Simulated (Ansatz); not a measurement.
Below is a relaxed structure of MnVC4N4. The cell was found from a structure generator's guess, not taken from experiment.

Computed with Ansatz, DFT PBE, scalar-relativistic, plane waves, PAW. Cutoff 420 eV, Γ-centred mesh, Gaussian smearing, collinear spin.

```
Mn V C N
1.0
     5.77551    0.00000    0.00000
     0.00000    5.77551    0.00000
     0.00000    0.00000    5.77551
Mn V C N
1 1 4 4
Direct
  0.00000 0.00000 0.00000
  0.50000 0.50000 0.50000
  0.19222 0.19222 0.19222
  0.19222 0.80778 0.80778
  0.80778 0.19222 0.80778
  0.80778 0.80778 0.19222
  0.31147 0.31147 0.31147
  0.31147 0.68853 0.68853
  0.68853 0.31147 0.68853
  0.68853 0.68853 0.31147
```

Energies over the elements count from the elements' standard structures at the same level (N₂ as a molecule), with no fitted energy shifts.

**Question.** What space group does it have?

**Answer.** P-43m (No. 215). Conventional cell: a = 5.776 Å. Mn is surrounded by 4 C at 1.92 Å; V is surrounded by 4 N at 1.89 Å; C has 1 N at 1.19 Å and 1 Mn at 1.92 Å; around N lie 1 C at 1.19 Å and 1 V at 1.89 Å.

**Question.** What is its formation energy per atom?

**Answer.** +0.26 eV/atom. A positive value: parting into the elements would lower its energy.

**Question.** Is it a metal?

**Answer.** Yes, bands cross the Fermi level on the 8×8×8 mesh.

**Question.** Which magnetic moments does it keep?

**Answer.** 0.20 μB per atom net, the space between the atoms included; by site: Mn 2.4; V -1.0 μB.

**Question.** From what recipe could a structure generator have reached it?

**Answer.** One such recipe: two interpenetrating cyanide-bridged diamond nets (P-43m, No. 215). Other recipes can lead to the same cell.

The last run used collinear spin, an 8×8×8 mesh for its 10-atom cell and Gaussian smearing of 0.10 eV. In such compounds of Mn and V a zero gap at this level may well be an artefact, since no Hubbard U is applied. The reference form of C is held partly by dispersion forces, which this level lacks. The magnetic state reached may not be the lowest. A structure relaxed within its symmetry needn't be a true minimum.
